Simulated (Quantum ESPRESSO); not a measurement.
AlN (wurtzite, space group P6_3mc, No. 186) has a direct gap of 4.10 eV with norm-conserving PBEsol (Quantum ESPRESSO, 84 Ry, scalar-relativistic). After a biaxial strain (along x and y, z relaxed, atoms relaxed) the gap is direct, 3.90 eV.

Q: Which strain was applied?
(A) +2 %
(B) -1 %
(C) +1 %
(D) -2 %

A: C, +1 %. Gaps found: -2 %: 4.45 eV (direct); -1 %: 4.31 eV (direct); 0 %: 4.10 eV (direct); 1 %: 3.90 eV (direct); 2 %: 3.70 eV (direct).
